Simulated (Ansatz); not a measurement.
Y2C in space group R-3m (No. 166; Y on 6c, C on 3a) under volume change, plane-wave PAW PBEsol (Ansatz code), shape and atoms relaxed at each volume.

```tsv
V (Å³/atom)	E − E(relaxed) (meV/atom)	P (GPa)
20.298	40.0	6.89
20.967	16.9	4.25
21.636	4.0	1.94
22.305	0.0	0.00
22.974	3.6	-1.68
23.644	13.6	-3.08
24.313	29.0	-4.24
```

Q: What does a third-order Birch–Murnaghan fit give for V₀, B₀ and B′?

A: V₀ = 22.30 Å³/atom, B₀ = 59.6 GPa, B′ = 4.4.

The first step of the workflow began from a Materials Project structure, measured or hypothetical; the Crystallography Open Database files this formula in space group No. 166, but the cells were not matched. Whether it is the stable phase at ambient conditions was not checked. Symmetry was held in the PBEsol relaxation; its stability against distortions is not shown here. No spin polarisation was allowed.

Potentials: the later of the program's two PAW sets.
